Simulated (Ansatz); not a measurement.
An Ansatz (a quantum-chemistry and plane-wave program) run. Input:

Ansatz 0.2 input:
```yaml
crystal:
  lattice:
    - [0.0, 5.7389761151, 5.7389761151]
    - [5.7389761151, 0.0, 5.7389761151]
    - [5.7389761151, 5.7389761151, 0.0]
  atoms:
    - { symbol: Bi, position: [0.0, 0.0, 0.0] }
    - { symbol: Ag, position: [0.5, 0.5, 0.5] }
    - { symbol: Cs, position: [0.25, 0.25, 0.25] }
    - { symbol: Cs, position: [0.75, 0.75, 0.75] }
    - { symbol: Br, position: [0.2513499343, 0.7486500657, 0.2513499343] }
    - { symbol: Br, position: [0.2513499343, 0.7486500657, 0.7486500657] }
    - { symbol: Br, position: [0.7486500657, 0.2513499343, 0.7486500657] }
    - { symbol: Br, position: [0.7486500657, 0.2513499343, 0.2513499343] }
    - { symbol: Br, position: [0.2513499343, 0.2513499343, 0.7486500657] }
    - { symbol: Br, position: [0.7486500657, 0.7486500657, 0.2513499343] }
kpoints:
  mp_grid: { grid: [4, 4, 4] }
basis: { xc_grid: 2, fft_grid_basis: typed }
hamiltonian:
  xc: pbe
  pseudopotentials: { kind: paw }
scf:
  occupations: { method: fixed }
checkpoint: { read: static.run }
output: { write_density: true, elf: true, volumetric_format: npy }
```

Output (shortened):

```
Pseudopotential: Bi, paw, valence charge 15
Pseudopotential: Ag, paw, valence charge 19
Pseudopotential: Cs, paw, valence charge 9
Pseudopotential: Br, paw, valence charge 7
Functional definition: PBE
Crystal: 10 atoms, lattice volume = 378.036 Å³
Basis set: ecut = 420 eV, 7391 PW (Γ), exchange–correlation on 120×120×120 points (8 copies of the dense FFT grid, shifted against one another)
Bands: 57, of which v1, the nominal top of the filled ones, is band 47 counted from 1 (46 counted from 0)
Symmetry: 48 space group operations
Space group: Fm-3m (ITA 225), of the structure as read, at distance tolerance 7.2e-5 Å
k-points: 8 of 64
Stability of the state it starts from, as read at its close in the unpolarized treatment …
iter 1 solved again at ethr=4.51e-7 eV; its pass at ethr=3.10e-3 eV (dr2=4.24e-4 eV) is discarded
SCF iter   1: F=—  HF=-48039.172417 eV  |F-HF|=—  |Δ(HF+E_count)|=         —  Δρ=6.26e-7  dr2=1.14e-9  ethr=4.51e-7  ⟨swp⟩=4.0  Hψ=2911  notcnv=0  defer=61
preconditioner: auto → Resta (q_TF=auto, 2.164 Å⁻¹)
SCF iter   2: F=—  HF=-48039.172337 eV  |F-HF|=—  |Δ(HF+E_count)|=   8.03e-5  Δρ=3.65e-7  dr2=5.86e-10  ethr=1.22e-12  ⟨swp⟩=22.6  Hψ=3801  notcnv=0
SCF iter   3: F=-48039.172337 eV  HF=-48039.172337 eV  |F-HF|=1.02e-10  |Δ(HF+E_count)|=  2.76e-10  Δρ=2.25e-7  dr2=1.98e-10  ethr=1.00e-12  ⟨swp⟩=1.0  Hψ=898  notcnv=0
SCF 1 converged in 3 iterations: F = -48039.172337 eV  dr2 = 1.98e-10
SCF converged after 3 iterations
Free energy (F): -48039.172337 eV
Harris-Foulkes:  -48039.172337 eV  (|F-HF|=1.02e-10)
Internal energy: -48039.172337 eV  (E = F + TS)
E sigma→0 (E₀):  -48039.172337 eV
Fermi energy:    3.596136 eV
--- Per-component energies (eV) ---
  E_band       = -852.579559
  E_kinetic    = 1910.459530
  E_local      = -8497.499636  (includes V_loc(G=0)·N_el)
  E_nonlocal   = 1127.711148
  E_hartree    = 3335.219487
  E_xc         = -2270.028852
  E_vxc        = -1250.624344  (∫ρ·V_xc dr)
  E_paw        = -38181.042262  (= ΣΔE_a)
  E_vpaw       = -813.065028  (= ΣTr[D̂ρ^β])
  E_aug_tail   = -0.000132  (compensation charges beyond the density's cutoff)
  E_ewald      = -5463.991620
  E_smearing   =  0.000000  (= −TS)
  E_closure    =  0.000000  (closes the sum)
  Σ components = -48039.172337   (vs F -48039.172337, Δ=0.00e0)
  [band-id]    e_kinetic+e_local+e_nonlocal+2·e_hartree+e_vxc+e_vpaw+e_augmentation_tail = -852.579489   (vs E_band -852.579559, Δ=7.01e-5)
--- Band table (eV; the first three rows and the last of 8) ---
  k-point 0: bands = ["-86.4734", "-49.9974", "-49.9974", "-49.9974", "-19.4213", "-19.4213", "-19.3965", "-19.3965", "-19.3965", "-17.0321", "-17.0279", "-10.8027", "-10.2601", "-10.2601", "-10.2601", "-10.0913", "-10.0913", "-6.6168", "-3.8960", "-3.8960", …
  k-point 1: bands = ["-86.4734", "-49.9974", "-49.9974", "-49.9974", "-19.4213", "-19.4213", "-19.3965", "-19.3965", "-19.3965", "-17.0314", "-17.0284", "-10.7618", "-10.3222", "-10.2447", "-10.2447", "-10.1089", "-10.1089", "-6.5725", "-3.8817", "-3.8817", …
  k-point 2: bands = ["-86.4734", "-49.9974", "-49.9974", "-49.9974", "-19.4213", "-19.4213", "-19.3965", "-19.3965", "-19.3965", "-17.0298", "-17.0298", "-10.7061", "-10.3988", "-10.2237", "-10.2237", "-10.1320", "-10.1320", "-6.5280", "-3.8576", "-3.8576", …
  k-point 7: bands = ["-86.4734", "-49.9974", "-49.9974", "-49.9974", "-19.4213", "-19.4213", "-19.3965", "-19.3965", "-19.3965", "-17.0297", "-17.0297", "-10.6877", "-10.3419", "-10.2651", "-10.2651", "-10.1544", "-10.1166", "-6.5164", "-3.8437", "-3.8437", …
```

Cost: roughly 10 core-seconds on shared cores.

The cell was relaxed with PBE under the symmetry of its start; phonons show weakly imaginary modes. The run is not spin-polarised. Scalar-relativistic: spin–orbit coupling is off unless named, which matters more the heavier the elements.

Potentials: the later of the program's two PAW sets.

Ansatz is a plane-wave DFT program.
